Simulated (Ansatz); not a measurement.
CdTe (zinc blende, F-43m), the program Ansatz at the LDA level (PAW). The conduction-band minimum lies at Γ, with 1 equivalent valley. Second derivatives d²E/dk² of the lowest band at one valley (eV·Å²), along Cartesian directions:

| direction | d²E/dk² |
|---|---|
| [100] | 151.6 |
| [010] | 151.6 |
| [001] | 151.6 |
| [110] | 151.4 |
| [101] | 151.4 |
| [011] | 151.4 |

Task: Find the principal effective masses, the density-of-states mass and the conductivity mass.

Result: Off-diagonal terms follow from H_xy = H[110] − (H_xx + H_yy)/2, and m*/mₑ = 7.620 eV·Å² over each eigenvalue: 0.050, 0.050, 0.050. One valley's DOS mass (m₁m₂m₃)^(1/3) = 0.050, conductivity mass 3/(Σ 1/mᵢ) = 0.050 mₑ.

Task: What effective density of states Nc follows at 300 K for parabolic valleys?

Result: Nc = 2.509e19 × 1 × (0.050)^(3/2) ≈ 2.8e17 cm⁻³.

Symmetry was held in the LDA relaxation; of distortions, only those at the zone centre were tested. Spin–orbit coupling is left out wherever it is not named.

Potentials: the later of the program's two PAW sets.

Edges and masses are those of Kohn–Sham bands, whose gap is no quasiparticle gap.
